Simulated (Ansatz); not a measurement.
Ir: from a starting cell to a relaxed one

The start is a relaxed Ir cell, doubled along one cell vector, shaken by Gaussian noise of σ = 0.08 Å a coordinate. The cell and all atomic positions are relaxed at zero pressure with PBEsol (plane waves to 420 eV, PAW, scalar-relativistic; Ansatz, a first-principles code). First-step values are on the input's coarse k-mesh.

Ansatz input (later rounds restart from its end on a renewed k-mesh):
Ansatz 0.2 input:
```yaml
crystal:
  lattice:
    - [-4.8037923264, 4.8037923264, 2.7174181182]
    - [2.4018961632, -2.4018961632, 1.3587090591]
    - [2.4018961632, 2.4018961632, -1.3587090591]
  atoms:
    - { symbol: Ir, position: [0.381945321, 0.2274893147, 0.5131660676] }
    - { symbol: Ir, position: [0.8862981711, 0.2748676114, 0.5008798825] }
    - { symbol: Ir, position: [0.0147173786, 0.0343024498, 0.0208891253] }
    - { symbol: Ir, position: [0.5095491794, 0.0061409809, 0.0261577535] }
basis: { ecutwfc: 420, ecutrho_ratio: 4, xc_grid: 2, fft_grid_basis: typed }
kpoints: { mp_grid: { grid: [7, 14, 10] } }
hamiltonian:
  xc: pbesol
  dispersion: none
  pseudopotentials: { kind: paw }
scf: { occupations: { method: fermi_dirac, width: 0.05 } }
relax: { f_tol: 0.01, max_steps: 100, cell: { stress_tol: 0.02 } }
output: { forces: true, stress: true }
```

Problem. How do the shortest distances between atoms change?

Solution. The closest pairs of elements (up to four, under 3.6 Å), start → end: Ir–Ir 2.42 → 2.71 Å.

Problem. Is the relaxed structure metallic? Give its gap.

Solution. No gap (metallic).

Final values are on a 21×21×21 k-mesh of the relaxed cell. No spin polarisation in the result.

Of the parent cell (I4₁/amd (No. 141)): it is a generated cell of Ir: the first start was made by placing the elements on the sites of a structure type, and the end was not matched to a known phase here, so it may be hypothetical. Known forms of Ir include space group No. 225.
